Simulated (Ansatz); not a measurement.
BN (zinc blende)

```
BN
1.0
    0.00000     1.81236     1.81236
    1.81236     0.00000     1.81236
    1.81236     1.81236     0.00000
N B
1 1
Direct
  0.75000   0.75000   0.75000
  0.00000   0.00000   0.00000
```

The relaxed cell is deformed in two ways at once: its volume V is scaled, and at that volume it is stretched along z (the c axis of the conventional cell) so that c/a changes. Fractional atomic positions are held.

All values below come from PBE (plane waves to 420 eV, PAW, scalar-relativistic; Ansatz, a first-principles code). k mesh 16×16×16 (Γ-centred), Fermi-Dirac smearing 0.05 eV. Compression counts positive. BN was relaxed with its symmetry unable to fall.

Changes of σzz (GPa) from the point V/V₀ = 1.000, (c/a)/(c/a)₀ = 1.000 when one coordinate moves alone (two changes are said to add if the coupling is within 5 % of the smaller one, nearly so within 20 %):

| point | change |
|---|---|
| V/V₀ = 1.000, (c/a)/(c/a)₀ = 0.880 | 42.66 |
| V/V₀ = 1.000, (c/a)/(c/a)₀ = 0.920 | 29.89 |
| V/V₀ = 1.000, (c/a)/(c/a)₀ = 0.960 | 15.64 |
| V/V₀ = 0.960, (c/a)/(c/a)₀ = 1.000 | 16.34 |
| V/V₀ = 0.973, (c/a)/(c/a)₀ = 1.000 | 10.55 |
| V/V₀ = 0.987, (c/a)/(c/a)₀ = 1.000 | 5.11 |
| V/V₀ = 1.013, (c/a)/(c/a)₀ = 1.000 | -4.80 |
| V/V₀ = 1.027, (c/a)/(c/a)₀ = 1.000 | -9.31 |
| V/V₀ = 1.040, (c/a)/(c/a)₀ = 1.000 | -13.54 |
| V/V₀ = 1.000, (c/a)/(c/a)₀ = 1.040 | -16.84 |
| V/V₀ = 1.000, (c/a)/(c/a)₀ = 1.080 | -34.69 |
| V/V₀ = 1.000, (c/a)/(c/a)₀ = 1.120 | -53.34 |

Question: What is the change at V/V₀ = 0.973, (c/a)/(c/a)₀ = 0.960, where both move, and how far is it from the sum?

Answer: The sum of the single changes is 10.55 + (15.64) = 26.19; the calculation gives 26.56, so they add (within 5 % of the smaller single change).

Question: Do the two effects add at V/V₀ = 1.013, (c/a)/(c/a)₀ = 1.080? Give the computed change.

Answer: The sum of the single changes is -4.80 + (-34.69) = -39.49; the calculation gives -39.01, so the coupling contributes 0.48 (under 20 % of the smaller single change, nearly additive).

Question: Do the two effects add at V/V₀ = 0.960, (c/a)/(c/a)₀ = 0.960? Give the computed change.

Answer: The sum of the single changes is 16.34 + (15.64) = 31.98; the calculation gives 32.54, so they add (within 5 % of the smaller single change).

(Under strain, the slope of the energy per volume gives the stress and its curvature an elastic modulus.)
